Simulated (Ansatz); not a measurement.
CoO (NiAs type, P6_3/mmc) at seven volumes, PBEsol (plane waves, PAW; program Ansatz), shape and atoms relaxed at each. One row is withheld.

```tsv
V (Å³/atom)	P (GPa)
7.964	24.09
8.226	14.71
8.489	?
8.751	0.00
9.014	-5.80
9.276	-10.72
9.539	-14.94
```

Fit the shown pressures and predict the withheld one.

Third-order Birch–Murnaghan: P = (3/2)B₀(x^(7/2) − x^(5/2))[1 + (3/4)(B′ − 4)(x − 1)] with x = (V₀/V)^(2/3). Least squares on the six rows gives V₀ = 8.750 Å³/atom, B₀ = 208.5 GPa, B′ = 4.32. At V = 8.489, x = 1.0204 and P = 6.74 GPa. The run itself gave 6.77 GPa.

The start of the workflow was typed in or built on a structure type; neither database checked (COD, Materials Project) lists it. It is not the phase usual at ambient conditions (space group No. 225). The PBEsol relaxation kept the symmetry of its start, as lowered by the spin order; whether a distortion lowers the energy is not shown. Spin order of the final state: antiferromagnetic, chosen from 5 collinear starts compared on coarse meshes (ties went to the first, and starts can fall back to one state), not a proven ground state. No Hubbard U is applied.

Potentials: the earlier of the program's two PAW sets. The files were generated under PBE; for other functionals the program regenerates the frozen cores, and for LDA and PBEsol the local potential too.
